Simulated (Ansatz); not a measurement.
Nb (bcc, W type)

```yaml
crystal:
  lattice:
    - [-1.65478, 1.65478, 1.65478]
    - [1.65478, -1.65478, 1.65478]
    - [1.65478, 1.65478, -1.65478]
  atoms:
    - { symbol: Nb, position: [0.00000, 0.00000, 0.00000] }
```

The relaxed cell is deformed in two ways at once: its volume V is scaled, and at that volume it is stretched along z (the c axis of the conventional cell) so that c/a changes. Fractional atomic positions are held.

These are PBE (plane waves to 420 eV, PAW, scalar-relativistic; Ansatz, a quantum-chemistry and plane-wave program) values and carry that method's errors. k mesh 20×20×20 (Γ-centred), Fermi-Dirac smearing 0.05 eV. Compression counts positive. With partly filled bands, the response to shear is sensitive to the k mesh, so small differences along c/a are uncertain. Nb is run without spin polarisation. Nb was relaxed with its symmetry unable to fall. The PAW data are Ansatz's earlier set. The last digit holds for this mesh only.

Changes of σzz (GPa) from the point V/V₀ = 1.000, (c/a)/(c/a)₀ = 1.000 when one coordinate moves alone (two changes are said to add if the coupling is within 5 % of the smaller one, nearly so within 20 %):

```csv
point,change
"V/V₀ = 1.000, (c/a)/(c/a)₀ = 0.960",2.81
"V/V₀ = 1.000, (c/a)/(c/a)₀ = 0.980",1.52
"V/V₀ = 0.920, (c/a)/(c/a)₀ = 1.000",16.60
"V/V₀ = 0.960, (c/a)/(c/a)₀ = 1.000",7.50
"V/V₀ = 1.040, (c/a)/(c/a)₀ = 1.000",-6.18
"V/V₀ = 1.080, (c/a)/(c/a)₀ = 1.000",-11.28
"V/V₀ = 1.000, (c/a)/(c/a)₀ = 1.020",-1.55
"V/V₀ = 1.000, (c/a)/(c/a)₀ = 1.040",-3.02
```

Q: What is the change at V/V₀ = 1.040, (c/a)/(c/a)₀ = 1.020, where both move, and how far is it from the sum?

A: The sum of the single changes is -6.18 + (-1.55) = -7.73; the calculation gives -7.54, so the coupling contributes 0.19 (under 20 % of the smaller single change, nearly additive).

Q: Do the two effects add at V/V₀ = 0.920, (c/a)/(c/a)₀ = 1.040? Give the computed change.

A: The sum of the single changes is 16.60 + (-3.02) = 13.58; the calculation gives 12.82, so the coupling contributes -0.76 (over 20 % of the smaller single change, not additive).

Q: Do the two effects add at V/V₀ = 1.080, (c/a)/(c/a)₀ = 0.980? Give the computed change.

A: The sum of the single changes is -11.28 + (1.52) = -9.76; the calculation gives -10.11, so the coupling contributes -0.35 (over 20 % of the smaller single change, not additive).

(Under strain, the slope of the energy per volume gives the stress and its curvature an elastic modulus.)
